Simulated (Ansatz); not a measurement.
Ga:
```xyz
4
Lattice="2.2120 -3.7465 0.0000 2.2120 3.7465 0.0000 0.0000 0.0000 4.4338" Properties=species:S:1:pos:R:3 pbc="T T T"
Ga     2.2120    -1.1683     1.8411
Ga     2.2120     1.1683     2.5926
Ga     2.2120    -2.5782     4.0580
Ga     2.2120     2.5782     0.3758
```

Relaxed with LDA. Special points in fractions of this cell's reciprocal vectors: Γ (0.000, 0.000, 0.000); Y (-0.500, 0.500, 0.000); C0 (-0.337, 0.663, 0.000); Σ0 (0.337, 0.337, 0.000); Z (0.000, 0.000, 0.500); A0 (0.337, 0.337, 0.500); E0 (-0.337, 0.663, 0.500); T (-0.500, 0.500, 0.500); S (0.000, 0.500, 0.000); R (0.000, 0.500, 0.500).

### Question
List the band energies nearest the Fermi level at these points for the program Ansatz at the LDA level (PAW).

### Answer
In eV from the Fermi level; about four levels below and three above (degenerate sets whole), none deeper than 8.9 eV; points with the same levels are listed once.

| k | below | above |
|---|---|---|
| Γ | -3.87 -1.82 -1.65 -0.75 | 0.95 1.08 1.10 |
| Y | -4.13 -3.47 -1.70 -1.59 | 1.14 1.23 3.57 |
| C0 | -6.74 -1.13 -1.08 -0.12 | 0.00 1.10 2.08 |
| Z | -0.02 -0.02 | 0.03 0.03 0.12 0.12 |
| A0 | -6.20 -6.20 -3.81 -3.81 | 4.28 4.28 5.36 5.36 |
| T | -1.35 -1.35 -0.94 -0.94 | 7.03 7.03 8.32 8.32 |
| S | -3.48 -3.48 -1.44 -1.44 | 0.82 0.82 4.38 4.38 |
| R | -6.49 -6.49 -1.59 -1.59 | 0.60 0.60 7.54 7.54 |

Space group Cmce (α-Ga). The LDA relaxation kept the symmetry of its start. Scalar-relativistic: spin–orbit coupling is off unless named, which matters more the heavier the elements.

Potentials: the earlier of the program's two PAW sets.
